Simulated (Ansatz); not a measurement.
# Ti4O3: clamped-ion strain scan

These are results of Ansatz 0.2.0, DFT PBEsol, scalar-relativistic, plane waves, PAW, not measurements. Settings: plane waves to 420 eV, k-mesh 14×14×14 (Γ-centred), Gaussian smearing 0.15 eV. No spin polarisation. Energies are free energies at this smearing, counted from the undisturbed cell; pressure is positive in compression.

Reference structure (relaxed at this level; it needn't be the usual structure):

```xyz
7
Lattice="-2.1059 2.1059 4.1040 2.1059 -2.1059 4.1040 2.1059 2.1059 -4.1040" Properties=species:S:1:pos:R:3 pbc="T T T"
Ti    2.1059    0.0000    0.0000
Ti    0.0000    0.0000    2.1331
Ti    0.0000    2.1059    0.0000
Ti    0.0000    0.0000    6.0749
O     0.0000    2.1059    2.0520
O     0.0000    0.0000    0.0000
O     2.1059    0.0000    2.0520
```

The cell is strained by ε times the Voigt pattern (0, 0, 0, 0, 1, 0) (xx, yy, zz, yz, xz, xy; engineering shear) with fractional coordinates fixed. The cell is metallic on the mesh throughout.

**Question.** Over the sampled range (-0.1500 to 0.1312), is the undisturbed cell the lowest point?

**Answer.** Yes, every other sampled point lies higher.

The scan:

| ε | ΔE (meV/atom) |
| --- | --- |
| -0.1500 | 49.7 |
| -0.0750 | 11.6 |
| 0.0000 | 0.0 |
| 0.0187 | 0.7 |
| 0.0375 | 2.9 |
| 0.0562 | 6.4 |
| 0.0937 | 18.3 |
| 0.1125 | 26.9 |
| 0.1312 | 37.3 |

Cost: 9 runs of about 9.1 core-minutes in all, on Intel Xeon 6975P-C (Granite Rapids) (shared hosts).